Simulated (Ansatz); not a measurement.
Fe₃Ge₂ in space group P-3m1 (No. 164; Fe on 2d, Fe on 1a, Ge on 2d), PBE in the plane-wave PAW code Ansatz, all energies at zero smearing, with the estimated change up to a 700 eV cutoff added, with one set of potentials and settings (totals compare only within such a set). Cell of 10 atoms (6 Fe, 4 Ge): -44062.817 eV.

```tsv
element	reference phase	E (eV/atom)
Fe	Im-3m, 1 atoms in the cell, spin-polarised	-4480.4888
Ge	Fd-3m, 2 atoms in the cell	-4294.9847
```

Formation energy per atom, worked out: (-44062.817 − 6×(-4480.4888) − 4×(-4294.9847))/10 = 0.006 eV/atom (1 kJ per mol of atoms), at 0 K, without zero-point energy or fitted corrections.

The workflow started from a Materials Project entry (that database holds measured and hypothetical structures alike); the Crystallography Open Database copy checked does not list it. Whether it is the stable phase at ambient conditions was not checked. Symmetry was held in the PBE relaxation, as lowered by the spin order; whether a distortion lowers the energy is not shown. The final state is antiferromagnetic, chosen from 5 collinear starts compared on coarse meshes (ties went to the first, and starts can fall back to one state), not a proven ground state. The references are the lowest solids computed at this level, not always the standard phases.

Potentials: the later of the program's two PAW sets.
